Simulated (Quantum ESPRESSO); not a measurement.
```
CELL_PARAMETERS angstrom
      2.16114    -5.69133     0.00000
      2.16114     5.69133     0.00000
      0.00000     0.00000     4.50427
ATOMIC_POSITIONS crystal
  H  0.53301 0.46699 0.60760
  H  0.46699 0.53301 0.10760
  O  0.59166 0.40834 0.76542
  O  0.40834 0.59166 0.26542
  Cs 0.86163 0.13837 0.73669
  Cs 0.13837 0.86163 0.23669
```

The geometry is that of Materials Project entry mp-625136, symmetrised and not relaxed again.

Question: What does PBEsol (pw.x of Quantum ESPRESSO, ONCV potentials, no spin-orbit coupling) give for the electronic structure near the Fermi level?

Answer: The PBEsol gap is direct, 3.72 eV at Γ. 

The structure is a Materials Project entry; no match was found in the copy of COD used, and its stability was not checked.

Letters of k points follow the standard setting of the lattice, whose axes may be ordered differently from the printed cell.
